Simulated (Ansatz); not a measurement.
## MgZn₂: from a starting cell to a relaxed one

The start is a relaxed MgZn2 cell with one Mg and one Zn atom exchanged in a cell of 6 atoms. The cell and all atomic positions are relaxed at zero pressure with PBEsol (plane waves to 420 eV, PAW, scalar-relativistic; Ansatz, a first-principles code). The first steps use a coarse 11×11×6 k-mesh.

The start:
```
CELL_PARAMETERS angstrom
      5.29049    -1.48109     0.00000
      5.29049     1.48109     0.00000
     -1.67586     0.00000     6.15716
ATOMIC_POSITIONS crystal
  Mg 0.48067 0.48067 0.21999
  Zn 0.51933 0.51933 0.78001
  Zn 0.19772 0.19772 0.13281
  Mg 0.80228 0.80228 0.86719
  Zn 0.84273 0.84273 0.46095
  Zn 0.15727 0.15727 0.53905
```

Question: What is the largest force in the starting geometry, and on which atom (counted from 1)?

Answer: 0.65 eV/Å, on Zn6 (atoms numbered as listed).

Question: By how much does the energy per atom fall from start to end?

Answer: 0.05 eV/atom.

Question: Does it find its way back to the structure it was made from?

Answer: It does not go back: it is caught in Cm (No. 8), 0.03 eV/atom above the parent.

Question: What band gap does the relaxed structure have at this level?

Answer: No gap (metallic).

Question: Give the final cell and atomic positions.

Answer: 
Space group Cm (No. 8); a = 10.0411 Å, b = 2.9623 Å, c = 6.7798 Å, α = γ = 90.00°, β = 94.57°

| atom | site | symmetry | x | y | z |
|---|---|---|---|---|---|
| Mg | 2a | m | 0.4932 | 0.0000 | 0.8306 |
| Zn | 2a | m | 0.0100 | 0.5000 | 0.2501 |
| Zn | 2a | m | 0.2621 | 0.5000 | 0.7936 |
| Mg | 2a | m | 0.2316 | 0.0000 | 0.1298 |
| Zn | 2a | m | 0.1367 | 0.0000 | 0.5277 |
| Zn | 2a | m | 0.3665 | 0.5000 | 0.4682 |
(The calculation used a cell of 6 atoms; values per cell refer to that cell.)

Final values are on a 16×16×7 k-mesh of the relaxed cell. No spin polarisation in the result.

The run could not lose the symmetry of its start.

Of the parent cell (C2/m (No. 12)): The relaxation started from an entry of Materials Project.

The runs began from a structure in Materials Project; this end point is another cell, not compared with measured phases.
